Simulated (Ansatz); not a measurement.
CdTe:
```
CdTe
1.0
    0.00000     3.27891     3.27891
    3.27891     0.00000     3.27891
    3.27891     3.27891     0.00000
Te Cd
1 1
Direct
  0.75000   0.75000   0.75000
  0.00000   0.00000   0.00000
```

Relaxed with r²SCAN. Special points in fractions of this cell's reciprocal vectors: Γ (0.000, 0.000, 0.000); X (0.500, 0.000, 0.500); U (0.625, 0.250, 0.625); K (0.375, 0.375, 0.750); L (0.500, 0.500, 0.500); W (0.500, 0.250, 0.750).

List the band energies nearest the valence-band maximum at these points for r²SCAN with spin–orbit coupling in the plane-wave PAW code Ansatz.

In eV from the valence-band maximum; about four levels below and three above (degenerate sets whole), none deeper than 8.9 eV; points with the same levels are listed once.

```csv
k,below,above
Γ,0.00 0.00 0.00 0.00,0.90 0.90 4.58 4.58
X,-2.23 -2.23 -1.89 -1.89,2.70 2.70 2.74 2.74
U,-2.91 -2.61 -1.74 -1.71,2.96 3.00 4.46
L,-1.27 -1.27 -0.76 -0.76,1.94 1.94 5.28 5.28
W,-2.81 -2.35 -2.32 -2.29,4.07 4.44 4.68
```

Space group F-43m (zinc blende). The cell was relaxed with r²SCAN under the symmetry of its start; of distortions, only those at the zone centre were tested.

Potentials: the later of the program's two PAW sets.
